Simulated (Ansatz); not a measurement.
ZrB$_{2}$:
Space group P6/mmm (No. 191); a = b = 3.1549 Å, c = 3.5070 Å, α = β = 90.00°, γ = 120.00°

| atom | site | symmetry | x | y | z |
|---|---|---|---|---|---|
| Zr | 1a | 6/mmm | 0.0000 | 0.0000 | 0.0000 |
| B | 2d | -6m2 | 0.3333 | 0.6667 | 0.5000 |

Relaxed at zero pressure with PBEsol in the plane-wave PAW code Ansatz.

Question: The volume is raised by 9 % and shape and atoms relax at that volume. What pressure results, and how do the axes share the change?

Answer: -18.1 GPa; a 2.7 %, b 2.7 %, c 3.3 %; the energy rises by 55 meV/atom.

Question: Give the new structure.

Answer: 
Space group P6/mmm (No. 191); a = b = 3.2402 Å, c = 3.6240 Å, α = β = 90.00°, γ = 120.00°

| atom | site | symmetry | x | y | z |
|---|---|---|---|---|---|
| Zr | 1a | 6/mmm | 0.0000 | 0.0000 | 0.0000 |
| B | 2d | -6m2 | 0.3333 | 0.6667 | 0.5000 |

The phase is kept; no other phase was compared at this pressure.

Symmetry was held in the PBEsol relaxation. No spin polarisation was allowed.

Potentials: the earlier of the program's two PAW sets. The files were generated under PBE; for other functionals the program regenerates the frozen cores, and for LDA and PBEsol the local potential too.
